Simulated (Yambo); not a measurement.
```
CELL_PARAMETERS angstrom
      3.15634     0.00000     0.00000
     -1.57817     2.73347     0.00000
      0.00000     0.00000    12.11757
ATOMIC_POSITIONS crystal
  S  0.33333 0.66667 0.37896
  S  0.66667 0.33333 0.62104
  S  0.66667 0.33333 0.87896
  S  0.33333 0.66667 0.12104
  Mo 0.00000 0.00000 0.25000
  Mo 0.00000 0.00000 0.75000
```

Workflow: norm-conserving PBE (Quantum ESPRESSO, 80 Ry, no spin-orbit coupling), then G0W0 in Yambo (6×6×1 Γ-centred k mesh, bands 3 to 93 and a 6 Ry block in the screening, 93 bands in G with the Bruneval-Gonze terminator, plasmon pole fitted at 27.2 eV).

Question: Give the PBE and G0W0 gaps between the band edges found on this mesh, and say where the edges lie.

Answer: Edges: Γ → (0.167, 0.167, 0). PBE: 0.85 eV; G0W0: 1.16 eV. Convergence of the G0W0 settings was not tested. Spin-orbit splittings are left out.

Geometry relaxed with PBE+D3(BJ).

The layers are not stacked as in the ordinary crystal (cation over anion).
